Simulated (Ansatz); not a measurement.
Relaxed TiB2 (AlB2 type, space group P6/mmm):

```xyz
6
Lattice="6.0637 0.0000 0.0000 -1.5159 2.6256 0.0000 0.0000 0.0000 3.2243" Properties=species:S:1:pos:R:3 pbc="T T T"
Ti     0.0000     0.0000     0.0000
Ti     3.0318     0.0000     0.0000
B      0.0000     1.7504     1.6121
B      3.0318     1.7504     1.6121
B      1.5159     0.8752     1.6121
B      4.5478     0.8752     1.6121
```

The atoms are displaced by Q × the pattern below (from a DFPT mode at M = (0.5, 0.0, 0.0), largest move 1; Q in Å), at fixed cell. (q is in reciprocal vectors of the primitive cell; the cell shown is doubled to hold the pattern.)

```
atom       x       y      z
----  ------  ------  -----
B3    -0.500   0.866  0.000
B4     0.500  -0.866  0.000
B5    -0.500   0.866  0.000
B6     0.500  -0.866  0.000
```

Atoms not listed stay in place.

Calculation: PBE (plane waves to 420 eV, PAW, scalar-relativistic; Ansatz, an electronic-structure program). k mesh 9×18×14 (Γ-centred), Fermi-Dirac smearing 0.05 eV. Energies are smeared free energies. With partly filled bands, energies and forces of such displacements shift with the k mesh and the smearing. The PAW data are Ansatz's earlier set. TiB2 is run without spin polarisation. TiB2 was relaxed with its symmetry unable to fall. The zero of ΔE is the undisplaced structure. The last digit holds for this mesh only.

```
Q (Å)    ΔE (meV/cell)
-------  -------------
-0.1000          211.8
-0.0833       withheld
-0.0667           94.1
-0.0500           53.0
-0.0333           23.5
-0.0167            5.9
0.0000             0.0
0.0167             5.9
0.0333            23.5
0.0500            53.0
0.0667            94.1
0.0833        withheld
0.1000           211.8
```

Task: Fit an even polynomial form (powers 2, 4) to the given rows and predict ΔE at Q = -0.0833.

Result: Least squares on the 11 given rows: ΔE = (21160)·Q² + (1811)·Q⁴, in meV/cell with Q in Å; root-mean-square residual 0.05 meV/cell. At -0.0833 the fit gives 146.9 meV/cell; the calculation gives 147.1 meV/cell, so the interpolation is off by -0.2 (-0.1 %). The quadratic term alone would give 146.8 meV/cell.

(For displaced atoms, the force is minus the slope of the energy, and its curvature is a force constant, which sets phonon frequencies.)
